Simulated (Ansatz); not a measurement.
Nb2SiN in space group P6_3/mmc (No. 194; Si on 2d, Nb on 4f, N on 2a) under volume change, plane-wave PAW PBE (Ansatz code), shape and atoms relaxed at each volume.

```tsv
V (Å³/atom)	E − E(relaxed) (meV/atom)	P (GPa)
12.558	[?]	[?]
12.972	36.4	14.88
13.386	8.6	6.84
13.800	0.0	0.00
14.214	7.7	-5.81
14.628	[?]	[?]
15.042	62.4	-14.86
```

Q: What belongs in the gaps?

A: 
- 14.628, E − E(relaxed) (meV/atom): 29.3
- 14.628, P (GPa): -10.73
- 12.558, E − E(relaxed) (meV/atom): 86.6
- 12.558, P (GPa): 24.24

Q: What does a third-order Birch–Murnaghan fit give for V₀, B₀ and B′?

A: V₀ = 13.80 Å³/atom, B₀ = 209 GPa, B′ = 4.4.

The start of the workflow was typed in or built on a structure type; neither database checked (COD, Materials Project) lists it. Whether it is the stable phase at ambient conditions was not checked. The PBE relaxation kept the symmetry of its start; its stability against distortions is not shown here. The workflow began spin-polarised and lost its moments. Spin–orbit coupling is left out wherever it is not named.

Potentials: the earlier of the program's two PAW sets.
